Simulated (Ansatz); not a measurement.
Sc$_{3}$Au$_{2}$: relaxation (Ansatz)

Input:

```yaml
crystal:
  lattice:
    - [7.626496, 0.0, 0.0]
    - [0.0, 7.626496, 0.0]
    - [0.0, 0.0, 3.697322]
  atoms:
    - { symbol: Au, position: [0.63399, 0.13399, 0.0] }
    - { symbol: Au, position: [0.86601, 0.63399, 0.0] }
    - { symbol: Au, position: [0.36601, 0.86601, 0.0] }
    - { symbol: Au, position: [0.13399, 0.36601, 0.0] }
    - { symbol: Sc, position: [0.0, 0.0, 0.0] }
    - { symbol: Sc, position: [0.5, 0.5, 0.0] }
    - { symbol: Sc, position: [0.16226, 0.66226, 0.5] }
    - { symbol: Sc, position: [0.33774, 0.16226, 0.5] }
    - { symbol: Sc, position: [0.83774, 0.33774, 0.5] }
    - { symbol: Sc, position: [0.66226, 0.83774, 0.5] }
  symmetry: { tolerance: 0.0003 }
kpoints:
  mp_grid: { grid: [4, 4, 8], shift: [0, 0, 0] }
magnetization:
  spin_polarized: false
scf:
  occupations: { method: gaussian, width: 0.0293 }
  lower_state_search: "off"
hamiltonian:
  pseudopotentials: { kind: paw }
  xc: pbe
basis:
  ecutwfc: 420
  fft_grid_basis: typed
relax:
  max_steps: 80
  cell: { p_target: 5.0 }
output:
  forces: true
  stress: true
  eigenvalues: true
  bader: true
  populations: true
  elf: true
  write_potential: true
  volumetric_format: npy
  dos:
    e_range: [-12, 8]
    de: 0.05
    projected: { site_lists: { Au: [Au], Sc: [Sc] } }
  write_density: true
checkpoint:
  read: saved_state
```

Run with:

```bash
ansatz run input.yaml --threads 2 --pin off --max-ram 2560MiB --backend cpu --events-out ev --progress --plain --runs-dir out
```

Origin of the cell: a known structure type with other elements, at an estimated volume, so it need not be a known compound.

The saved state is a converged single point of the same cell.

Steps («new basis» is an SCF on plane waves selected anew at the same cell):

```
step  ΔH (meV/atom)  max force component (eV/Å)  P (GPa)  volume (Å³)  SCF iterations   step was
   1            0.0                       0.173    -0.94       215.05               6   accepted
   2          -24.9                       0.039     9.20       195.19               7   accepted
   3          -38.1                       0.052     5.02       201.77               6   accepted
   4          -40.8                       0.049     4.61       201.99               6   accepted
   5          -41.1                       0.016     4.92       201.52               6   accepted
   6          -41.1                       0.003     5.00       201.37               6   accepted
   7          -40.8                       0.003     5.00       201.37               6  new basis
```

Step 1, with forces in eV/Å:

```xyz
10
Lattice="7.626 0.000 0.000 0.000 7.626 0.000 0.000 0.000 3.697" Properties=species:S:1:pos:R:3:forces:R:3 pbc="T T T" step=1
Au    4.835    1.022    0.000    0.173    0.173    0.000
Au    6.605    4.835    0.000   -0.173    0.173    0.000
Au    2.791    6.605    0.000   -0.173   -0.173    0.000
Au    1.022    2.791    0.000    0.173   -0.173    0.000
Sc    0.000    0.000    0.000    0.000    0.000    0.000
Sc    3.813    3.813    0.000    0.000    0.000    0.000
Sc    1.237    5.051    1.849    0.067    0.067    0.000
Sc    2.576    1.237    1.849   -0.067    0.067    0.000
Sc    6.389    2.576    1.849   -0.067   -0.067    0.000
Sc    5.051    6.389    1.849    0.067   -0.067    0.000
```

Step 2, with forces in eV/Å:

```xyz
10
Lattice="7.450 0.000 0.000 0.000 7.450 0.000 0.000 0.000 3.517" Properties=species:S:1:pos:R:3:forces:R:3 pbc="T T T" step=2
Au    4.743    1.019    0.000   -0.002   -0.002    0.000
Au    6.431    4.743    0.000    0.002   -0.002    0.000
Au    2.706    6.431    0.000    0.002    0.002    0.000
Au    1.019    2.706    0.000   -0.002    0.002    0.000
Sc    0.000    0.000    0.000    0.000    0.000    0.000
Sc    3.725    3.725    0.000    0.000    0.000    0.000
Sc    1.212    4.937    1.759    0.039    0.039    0.000
Sc    2.513    1.212    1.759   -0.039    0.039    0.000
Sc    6.237    2.513    1.759   -0.039   -0.039    0.000
Sc    4.937    6.237    1.759    0.039   -0.039    0.000
```

Step 3, with forces in eV/Å:

```xyz
10
Lattice="7.602 0.000 0.000 0.000 7.602 0.000 0.000 0.000 3.492" Properties=species:S:1:pos:R:3:forces:R:3 pbc="T T T" step=3
Au    4.849    1.048    0.000   -0.046   -0.046    0.000
Au    6.554    4.849    0.000    0.046   -0.046    0.000
Au    2.753    6.554    0.000    0.046    0.046    0.000
Au    1.048    2.753    0.000   -0.046    0.046    0.000
Sc    0.000    0.000    0.000    0.000    0.000    0.000
Sc    3.801    3.801    0.000    0.000    0.000    0.000
Sc    1.226    5.027    1.746    0.052    0.052    0.000
Sc    2.574    1.226    1.746   -0.052    0.052    0.000
Sc    6.375    2.574    1.746   -0.052   -0.052    0.000
Sc    5.027    6.375    1.746    0.052   -0.052    0.000
```

Step 4, with forces in eV/Å:

```xyz
10
Lattice="7.691 0.000 0.000 0.000 7.691 0.000 0.000 0.000 3.415" Properties=species:S:1:pos:R:3:forces:R:3 pbc="T T T" step=4
Au    4.890    1.045    0.000   -0.035   -0.035    0.000
Au    6.646    4.890    0.000    0.035   -0.035    0.000
Au    2.801    6.646    0.000    0.035    0.035    0.000
Au    1.045    2.801    0.000   -0.035    0.035    0.000
Sc    0.000    0.000    0.000    0.000    0.000    0.000
Sc    3.845    3.845    0.000    0.000    0.000    0.000
Sc    1.259    5.104    1.707   -0.049   -0.049    0.000
Sc    2.586    1.259    1.707    0.049   -0.049    0.000
Sc    6.432    2.586    1.707    0.049    0.049    0.000
Sc    5.104    6.432    1.707   -0.049    0.049    0.000
```

Step 5, with forces in eV/Å:

```xyz
10
Lattice="7.670 0.000 0.000 0.000 7.670 0.000 0.000 0.000 3.425" Properties=species:S:1:pos:R:3:forces:R:3 pbc="T T T" step=5
Au    4.878    1.043    0.000   -0.014   -0.014    0.000
Au    6.628    4.878    0.000    0.014   -0.014    0.000
Au    2.793    6.628    0.000    0.014    0.014    0.000
Au    1.043    2.793    0.000   -0.014    0.014    0.000
Sc    0.000    0.000    0.000    0.000    0.000    0.000
Sc    3.835    3.835    0.000    0.000    0.000    0.000
Sc    1.252    5.087    1.713   -0.016   -0.016    0.000
Sc    2.584    1.252    1.713    0.016   -0.016    0.000
Sc    6.419    2.584    1.713    0.016    0.016    0.000
Sc    5.087    6.419    1.713   -0.016    0.016    0.000
```

Step 7, with forces in eV/Å:

```xyz
10
Lattice="7.671 0.000 0.000 0.000 7.671 0.000 0.000 0.000 3.422" Properties=species:S:1:pos:R:3:forces:R:3 pbc="T T T" step=7
Au    4.878    1.042    0.000   -0.003   -0.003    0.000
Au    6.629    4.878    0.000    0.003   -0.003    0.000
Au    2.793    6.629    0.000    0.003    0.003    0.000
Au    1.042    2.793    0.000   -0.003    0.003    0.000
Sc    0.000    0.000    0.000    0.000    0.000    0.000
Sc    3.835    3.835    0.000    0.000    0.000    0.000
Sc    1.250    5.086    1.711   -0.002   -0.002    0.000
Sc    2.585    1.250    1.711    0.002   -0.002    0.000
Sc    6.421    2.585    1.711    0.002    0.002    0.000
Sc    5.086    6.421    1.711   -0.002    0.002    0.000
```

| Quantity | Value |
| --- | --- |
| Enthalpy lowered by | 40.8 meV/atom |
| Volume change | -6.36 % |
| Final pressure | 5.00 GPa |
| Relaxation steps listed | 7 |
| Gap on the mesh | none (metal) |

Caveats: no spin-orbit coupling, though heavy elements are present; the relaxation held the start's symmetry, so the end may be a saddle point.

It ran for 3.9 min on 2 threads of Arm Neoverse V1, on a shared host, peak memory 0.81 GiB, from a saved density.
